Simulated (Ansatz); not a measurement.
Data:

SiC (wurtzite)

```
SiC
1.0
    6.15061     0.00000     0.00000
   -1.53765     2.66329     0.00000
    0.00000     0.00000     5.04816
Si C
4 4
Direct
  0.33333   0.33333   0.00050
  0.83333   0.33333   0.00050
  0.16667   0.66667   0.50050
  0.66667   0.66667   0.50050
  0.33333   0.33333   0.62470
  0.83333   0.33333   0.62470
  0.16667   0.66667   0.12470
  0.66667   0.66667   0.12470
```

A phonon eigenvector at M = (0.5, 0.0, 0.0) is frozen into this cell: atom i moves by Q times the vector below, so Q is the largest atomic displacement, in Å. The cell is held. (q is in reciprocal vectors of the primitive cell; the cell shown is doubled to hold the pattern.)

```json
[
 {"atom": "Si1", "x": "0.038", "y": "0.022", "z": "-0.151"},
 {"atom": "Si2", "x": "-0.038", "y": "-0.022", "z": "0.151"},
 {"atom": "Si3", "x": "0.038", "y": "0.022", "z": "0.151"},
 {"atom": "Si4", "x": "-0.038", "y": "-0.022", "z": "-0.151"},
 {"atom": "C5", "x": "-0.824", "y": "-0.476", "z": "0.309"},
 {"atom": "C6", "x": "0.824", "y": "0.476", "z": "-0.309"},
 {"atom": "C7", "x": "-0.824", "y": "-0.476", "z": "-0.309"},
 {"atom": "C8", "x": "0.824", "y": "0.476", "z": "0.309"}
]
```

Method: r2SCAN (plane waves to 500 eV, PAW, scalar-relativistic; Ansatz, an electronic-structure program). k mesh 6×12×7 (Γ-centred), Fermi-Dirac smearing 0.05 eV. E stands for the smeared free energy. SiC was relaxed with its symmetry unable to fall. ΔE is measured from the undisplaced structure.

The scan covers Q from -0.100 to 0.100 Å in 13 points.

Q: Which space group does the distorted structure have?

A: Pmc2_1 (No. 26), lowered from P6_3mc.

Q: What is the energy change at Q = 0.100 Å?

A: 701 meV/cell.

Q: What harmonic wavenumber does the curvature at Q = 0 give?

A: 865 cm⁻¹.

(A displaced cell: forces are minus the slopes of the energy, force constants its curvatures, and phonons follow from these.)
